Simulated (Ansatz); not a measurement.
NbAs:
```cif
data_As2Nb2
_chemical_formula_sum 'Nb2 As2'
_space_group_name_H-M_alt 'P 1'
_space_group_IT_number 1
_cell_length_a 6.36791
_cell_length_b 6.36791
_cell_length_c 6.36791
_cell_angle_alpha 148.347
_cell_angle_beta 148.347
_cell_angle_gamma 45.374
loop_
_space_group_symop_operation_xyz
  'x, y, z'
loop_
_atom_site_label
_atom_site_type_symbol
_atom_site_fract_x
_atom_site_fract_y
_atom_site_fract_z
_atom_site_occupancy
Nb1 Nb 0.99939 0.99939 0.00000 1
Nb2 Nb 0.74939 0.24939 0.50000 1
As1 As 0.41761 0.41761 0.00000 1
As2 As 0.16761 0.66761 0.50000 1
```

Relaxed with PBE. DFT-PBE in the program Ansatz with PAW potentials gives no gap.

Q: What gap does HSE06 give on the same cell (Ansatz, PAW)?

A: It stays without a gap at the points solved. The hybrid was solved on a coarser mesh and at special points; its gap is the smallest among all of these. On such a mesh it can open a false gap in a semimetal.

```json
[
 {"k": "Γ", "v1 PBE": "-1.39", "c1 PBE": "0.66", "v1 HSE06": "[?]", "c1 HSE06": "[?]"},
 {"k": "M", "v1 PBE": "-0.58", "c1 PBE": "0.92", "v1 HSE06": "[?]", "c1 HSE06": "[?]"},
 {"k": "X", "v1 PBE": "-0.61", "c1 PBE": "2.33", "v1 HSE06": "-0.89", "c1 HSE06": "2.98"},
 {"k": "P", "v1 PBE": "-0.60", "c1 PBE": "2.34", "v1 HSE06": "[?]", "c1 HSE06": "[?]"},
 {"k": "N", "v1 PBE": "-0.10", "c1 PBE": "0.04", "v1 HSE06": "[?]", "c1 HSE06": "[?]"},
 {"k": "S0", "v1 PBE": "-0.16", "c1 PBE": "0.15", "v1 HSE06": "0.00", "c1 HSE06": "0.25"},
 {"k": "R", "v1 PBE": "-0.65", "c1 PBE": "2.21", "v1 HSE06": "-0.92", "c1 HSE06": "2.82"}
]
```

Q: Top valence (v1) and lowest conduction level (c1) in eV from each method's valence maximum (which need not be a listed point): supply the withheld HSE06 values.

A: 
- P, v1 HSE06: -0.88
- P, c1 HSE06: 3.00
- Γ, v1 HSE06: -1.61
- Γ, c1 HSE06: 0.99
- M, v1 HSE06: -0.75
- M, c1 HSE06: 1.29
- N, v1 HSE06: -0.07
- N, c1 HSE06: 0.23

Cost on shared cores: the PBE run (SCF on a 16×16×16 mesh, then bands and DOS) around 4 core-minutes (rough), the HSE06 run (SCF on 8×8×8, then a few points) roughly 23 core-minutes; the tasks are unlike.

Space group I4_1md. The cell was relaxed with PBE under the symmetry of its start; of distortions, only those at the zone centre were tested. No spin polarisation was allowed. A small band overlap can be real or an error of a semilocal functional. Spin–orbit coupling is left out wherever it is not named.

Potentials: the later of the program's two PAW sets.
